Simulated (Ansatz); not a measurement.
Input:

MgAl3N3O:
```cif
data_Al3MgN3O
_chemical_formula_sum 'Mg1 Al3 O1 N3'
_space_group_name_H-M_alt 'P 1'
_space_group_IT_number 1
_cell_length_a 5.04020
_cell_length_b 3.14731
_cell_length_c 5.48236
_cell_angle_alpha 90.000
_cell_angle_beta 90.111
_cell_angle_gamma 90.000
loop_
_space_group_symop_operation_xyz
  'x, y, z'
loop_
_atom_site_label
_atom_site_type_symbol
_atom_site_fract_x
_atom_site_fract_y
_atom_site_fract_z
_atom_site_occupancy
Mg1 Mg 0.48974 0.00000 0.33403 1
Al1 Al 0.01513 0.50000 0.15426 1
O1 O 0.90552 0.00000 0.33403 1
N1 N 0.37015 0.50000 0.15098 1
Al2 Al 0.48683 0.50000 0.83586 1
Al3 Al 0.00751 0.00000 0.67784 1
N2 N 0.87262 0.50000 0.83108 1
N3 N 0.37249 0.00000 0.68193 1
```

This is the r²SCAN-relaxed structure.

**Question.** All from the program Ansatz at the r²SCAN level (PAW), unless another level is named. Give the hole effective mass.

**Answer.** 0.39, 7.5, 22 mₑ (principal values).

**Question.** What about the HSE06 gap on the r²SCAN cell?

**Answer.** 3.22 eV.

**Question.** What about the formation energy from the elements (no fitted shifts)?

**Answer.** -1.74 eV/atom.

**Question.** Predict the weight of the conduction-edge state by species (Voronoi cells).

**Answer.** Al 42 %, N 28 %, O 23 %, Mg 7 %.

Space group Pm. The start of the workflow was typed in or built on a structure type; neither database checked (COD, Materials Project) lists it. Its standing as an ambient phase is unchecked. The cell was relaxed with r²SCAN under the symmetry of its start; its stability against distortions is not shown here. The references are the lowest solids computed at this level, not always the standard phases (solids in place of the gases).

Potentials: the earlier of the program's two PAW sets.
